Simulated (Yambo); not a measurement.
CsGeBr$_{3}$ (cubic perovskite, space group Pm-3m, No. 221), G0W0@LDA in Yambo; all else as in the reference (2×2×2 Γ-centred k mesh, 303 bands and a 8 Ry block in the screening, 303 bands in G with the Bruneval-Gonze terminator, plasmon pole fitted at 27.2 eV). One parameter is varied: the cutoff of the exchange sum, over 5, 10, 20, 40, 78 Ry.

**Question.** From which value on does the gap R → R stay within 0.05 eV of the largest setting?

**Answer.** From 20 Ry on.
```json
[
 {"cutoff of the exchange sum (Ry)": "5", "G0W0 gap (eV)": "0.80", "valence shift (eV)": "0.40"},
 {"cutoff of the exchange sum (Ry)": "10", "G0W0 gap (eV)": "1.24", "valence shift (eV)": "-0.33"},
 {"cutoff of the exchange sum (Ry)": "20", "G0W0 gap (eV)": "1.39", "valence shift (eV)": "-0.61"},
 {"cutoff of the exchange sum (Ry)": "40", "G0W0 gap (eV)": "1.38", "valence shift (eV)": "-0.65"},
 {"cutoff of the exchange sum (Ry)": "78", "G0W0 gap (eV)": "1.38", "valence shift (eV)": "-0.65"}
]
```
The last step of the sweep still moves the gap by 1 meV; the other settings are held fixed.

The standard potential for Ge keeps a d shell in the valence without the s and p states of that shell. In tests on such compounds this moved G0W0 gaps by up to about 0.9 eV, so absolute quasiparticle energies here are unreliable; differences between settings are what counts.

Spin-orbit coupling is not included.

Geometry of the Materials Project entry, not relaxed at this level; primitive cell a = b = c = 5.5333 Å, α = β = γ = 90.00°.

The structure is a Materials Project entry; no match was found in the copy of COD used, and its stability was not checked.

A shift is the quasiparticle energy of the state minus its LDA energy.
